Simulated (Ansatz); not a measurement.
Cs₂ZnSbCl₆: relaxation (Ansatz)

The input file (Ansatz 0.2.0, plane waves):

```yaml
crystal:
  lattice:
    - [0.0, 5.380662, 5.380662]
    - [5.380662, 0.0, 5.380662]
    - [5.380662, 5.380662, 0.0]
  atoms:
    - { symbol: Cs, position: [0.25, 0.25, 0.25] }
    - { symbol: Cs, position: [0.75, 0.75, 0.75] }
    - { symbol: Sb, position: [0.0, 0.0, 0.0] }
    - { symbol: Zn, position: [0.5, 0.5, 0.5] }
    - { symbol: Cl, position: [0.75373, 0.24627, 0.24627] }
    - { symbol: Cl, position: [0.24627, 0.75373, 0.24627] }
    - { symbol: Cl, position: [0.24627, 0.75373, 0.75373] }
    - { symbol: Cl, position: [0.75373, 0.24627, 0.75373] }
    - { symbol: Cl, position: [0.24627, 0.24627, 0.75373] }
    - { symbol: Cl, position: [0.75373, 0.75373, 0.24627] }
  symmetry: { tolerance: 0.0003 }
kpoints:
  mp_grid: { grid: [4, 4, 4], shift: [0, 0, 0] }
magnetization:
  spin_polarized: false
scf:
  occupations: { method: fermi_dirac, width: 0.0312 }
  lower_state_search: "off"
hamiltonian:
  pseudopotentials: { kind: paw }
  xc: pbe
basis:
  ecutwfc: 420
  fft_grid_basis: typed
relax:
  max_steps: 80
  cell: { p_target: 0.0 }
output:
  forces: true
  stress: true
  eigenvalues: true
  bader: true
  populations: true
  elf: true
  write_potential: true
  volumetric_format: npy
  dos:
    e_range: [-12, 8]
    de: 0.05
    projected: { site_lists: { Cl: [Cl], Cs: [Cs], Sb: [Sb], Zn: [Zn] } }
  write_density: true
checkpoint:
  read: saved_state
```

Launch command:

```bash
ansatz run input.yaml --threads 2 --pin off --max-ram 2560MiB --backend cpu --events-out ev --progress --plain --runs-dir out
```

Origin of the cell: a known structure type with other elements, at an estimated volume, so it need not be a known compound.

The saved state is a converged single point of the same cell.

Output (shortened):

```
Pseudopotentials: kind: paw
Pseudopotential: Cs, paw, valence charge 9, recommended cutoff 420 eV (normal), Cs.paw.azcp
Pseudopotential: Sb, paw, valence charge 15, recommended cutoff 420 eV (normal), Sb.paw.azcp
Pseudopotential: Zn, paw, valence charge 12, recommended cutoff 420 eV (normal), Zn.paw.azcp
Pseudopotential: Cl, paw, valence charge 7, recommended cutoff 420 eV (normal), Cl.paw.azcp
Functional definition: PBE
  exchange = pbe_x(kappa = kappa, mu = beta*pi^2/3)
  correlation = pbe_c(beta = beta)
Crystal: 10 atoms, lattice volume = 311.557 Å³
Basis set: ecut = 420 eV, 6081 PW (Γ), exchange–correlation on 108×108×108 points (8 copies of the dense FFT grid, shifted against one another)
Bands: 54, of which v1, the nominal top of the filled ones, is band 44 counted from 1 (43 counted from 0)
[… 12 lines left out …]
Initial density: read from a saved state, or passed on in memory by an earlier SCF of this step, an earlier step, the calling program or the single point that the run made first
Functional: x = pbe(κ = 0.804, μ = 0.219515), c = pbe(β = 0.066725)
SCF iter   1: F=—  HF=-27634.871027 eV  Δρ=4.74e-4  dr2=1.78e-3
SCF iter   2: F=—  HF=-27634.871574 eV  Δρ=4.08e-4  dr2=8.07e-4
SCF iter   3: F=—  HF=-27634.871734 eV  Δρ=3.82e-4  dr2=9.29e-4
SCF iter   4: F=—  HF=-27634.871452 eV  Δρ=1.80e-4  dr2=3.22e-4
SCF iter   5: F=—  HF=-27634.871393 eV  Δρ=7.67e-5  dr2=4.69e-5
SCF iter   6: F=—  HF=-27634.871312 eV  Δρ=1.87e-5  dr2=2.03e-6
SCF iter   7: F=—  HF=-27634.871312 eV  Δρ=6.82e-6  dr2=2.71e-7
SCF iter   8: F=-27634.871312 eV  HF=-27634.871312 eV  Δρ=2.93e-6  dr2=5.30e-8
relax step   1: F+E_penalty+E_count = -27634.871312 eV  Δ(F+E_penalty+E_count) = +0.000e0 eV  max|allowed force component| = 4.297e-1 eV/Å  Δτ_max = 0.0000 Å  P = +0.623 GPa  Ω = 311.557 Å³ […]
relax step   2: F+E_penalty+E_count = -27634.964475 eV  Δ(F+E_penalty+E_count) = -9.316e-2 eV  max|allowed force component| = 1.260e-1 eV/Å  Δτ_max = 0.0563 Å  P = -0.352 GPa  Ω = 315.415 Å³ […]
relax step   3: F+E_penalty+E_count = -27634.993872 eV  Δ(F+E_penalty+E_count) = -2.940e-2 eV  max|allowed force component| = 3.940e-2 eV/Å  Δτ_max = 0.0380 Å  P = -0.185 GPa  Ω = 309.696 Å³ […]
relax step   4: F+E_penalty+E_count = -27634.997818 eV  Δ(F+E_penalty+E_count) = -3.946e-3 eV  max|allowed force component| = 1.577e-2 eV/Å  Δτ_max = 0.0213 Å  P = +0.036 GPa  Ω = 305.649 Å³ […]
relax step   5: F+E_penalty+E_count = -27634.998078 eV  Δ(F+E_penalty+E_count) = -2.608e-4 eV  max|allowed force component| = 1.437e-3 eV/Å  Δτ_max = 0.0053 Å  P = +0.004 GPa  Ω = 306.360 Å³ […]
relax step   6: F+E_penalty+E_count = -27634.997699 eV  Δ(F+E_penalty+E_count) = +3.798e-4 eV  max|allowed force component| = 1.404e-3 eV/Å  Δτ_max = 0.0000 Å  P = +0.005 GPa  Ω = 306.360 Å³  stress off target by 4.51e-3 GPa […]
SCF 6 converged in 8 iterations: F = -27634.997699 eV  dr2 = 3.67e-11
basis re-selected at this cell: Δ(F+E_penalty+E_count) = +3.798e-4 eV, ΔP = +0.001 GPa vs the last step (what re-selecting the basis moved, of the pressure what is left beyond the Pulay corre […]
SCF converged after 8 iterations
Free energy (F): -27634.997699 eV
Harris-Foulkes:  -27634.997699 eV  (|F-HF|=2.55e-11)
Internal energy: -27634.973634 eV  (E = F + TS)
E sigma→0 (E₀):  -27634.985666 eV
Entropy (-TS):   -0.024065 eV (-2.407 meV/atom)
Fermi energy:    5.307228 eV
--- Per-component energies (eV) ---
  E_band       = -460.632482
  E_kinetic    = 1584.848011
  E_local      = -6384.468722  (includes V_loc(G=0)·N_el)
  E_nonlocal   = 1208.634079
  E_hartree    = 2587.603078
  E_xc         = -1265.895271
  E_vxc        = -1131.346309  (∫ρ·V_xc dr)
  E_paw        = -20491.914604  (= ΣΔE_a)
  E_vpaw       = -913.506104  (= ΣTr[D̂ρ^β])
  E_aug_tail   = 0.000176  (compensation charges beyond the density's cutoff)
  E_ewald      = -4873.780381
  E_smearing   = -0.024065  (= −TS)
  Σ components = -27634.997699   (vs F -27634.997699, Δ=0.00e0)
--- Forces (eV/Å), atoms counted from 1 ---
  atom   1  Cs    -0.000000    -0.000000     0.000000
  atom   2  Cs     0.000000     0.000000    -0.000000
  atom   3  Sb     0.000000     0.000000     0.000000
  atom   4  Zn     0.000000     0.000000     0.000000
  atom   5  Cl     0.001404    -0.000000    -0.000000
  atom   6  Cl     0.000000     0.001404     0.000000
  atom   7  Cl    -0.001404     0.000000     0.000000
  atom   8  Cl    -0.000000    -0.001404    -0.000000
  atom   9  Cl     0.000000     0.000000     0.001404
  atom  10  Cl    -0.000000    -0.000000    -0.001404
  max |Σ_I F_I| component: 1.16e-17 eV/Å
--- Stress (GPa, compression-positive) ---
        0.004511       0.000000      -0.000000
       -0.000000       0.004511       0.000000
       -0.000000       0.000000       0.004511
  P = ⅓ Tr σ = 0.0045 GPa (0.045 kbar)
--- Relaxed structure (5 steps of the walk, 5 accepted, 1 SCFs on fresh bases) ---
  F+E_penalty+E_count = -27634.997699 eV   max|allowed force component| = 1.404e-3 eV/Å   (the final SCF, on the basis selected at the relaxed cell)
  cell:  # Å, volume = 306.3600 Å³
    - [0.0, 5.350578, 5.350578]
    - [5.350578, 0.0, 5.350578]
    - [5.350578, 5.350578, 0.0]
  atoms:
    - { symbol: Cs, position: [0.25, 0.25, 0.25] }
    - { symbol: Cs, position: [0.750000, 0.750000, 0.75] }
    - { symbol: Sb, position: [-6.770e-19, 8.059e-19, 0.0] }
    - { symbol: Zn, position: [0.5, 0.5, 0.5] }
    - { symbol: Cl, position: [0.743476, 0.256524, 0.256524] }
    - { symbol: Cl, position: [0.256524, 0.743476, 0.256524] }
    - { symbol: Cl, position: [0.256524, 0.743476, 0.743476] }
    - { symbol: Cl, position: [0.743476, 0.256524, 0.743476] }
    - { symbol: Cl, position: [0.256524, 0.256524, 0.743476] }
    - { symbol: Cl, position: [0.743476, 0.743476, 0.256524] }
--- Löwdin populations: 10 sites ---
  site symbol       q [e]
     0     Cs      8.2344
     1     Cs      8.2344
     2     Sb     14.1106
     3     Zn     10.9158
     4     Cl      7.5192
     5     Cl      7.5192
     6     Cl      7.5192
     7     Cl      7.5192
     8     Cl      7.5192
     9     Cl      7.5192
  spilling = 0.004477 (of n_electrons = 87.000000)
--- Bader charges: 10 sites ---
  site symbol  charge [e]  shift [e]
     0     Cs      0.8788     0.0000
     1     Cs      0.8788     0.0000
     2     Sb      1.3431     0.0001
     3     Zn      0.9185     0.0024
     4     Cl     -0.6699     0.0004
     5     Cl     -0.6699     0.0004
     6     Cl     -0.6699     0.0004
     7     Cl     -0.6699     0.0004
     8     Cl     -0.6699     0.0004
     9     Cl     -0.6699     0.0004
  estimated error of the sums over rays = 5.2e-4 e
```

Before:

Space group Fm-3m (No. 225); the run's cell has a = 7.609 Å, b = 7.609 Å, c = 7.609 Å, α = 60.00°, β = 60.00°, γ = 60.00°. Shortest distances: Cl–Sb 2.65 Å, Cl–Zn 2.73 Å.

After:

Space group Fm-3m (No. 225); the run's cell has a = 7.567 Å, b = 7.567 Å, c = 7.567 Å, α = 60.00°, β = 60.00°, γ = 60.00°. Shortest distances: Cl–Zn 2.61 Å, Cl–Sb 2.75 Å.

```
Free energy lowered by  : 12.6 meV/atom
Volume change           : -1.67 %
Final pressure          : 0.00 GPa
Relaxation steps listed : 6
```

Caveats: no moments, though an odd count or open d shells may carry them; no spin-orbit coupling, though heavy elements are present; the relaxation held the start's symmetry, so the end may be a saddle point.

The run took 78 s on 2 threads of Arm Neoverse V1 (shared host), peak memory 0.72 GiB, from a saved density.
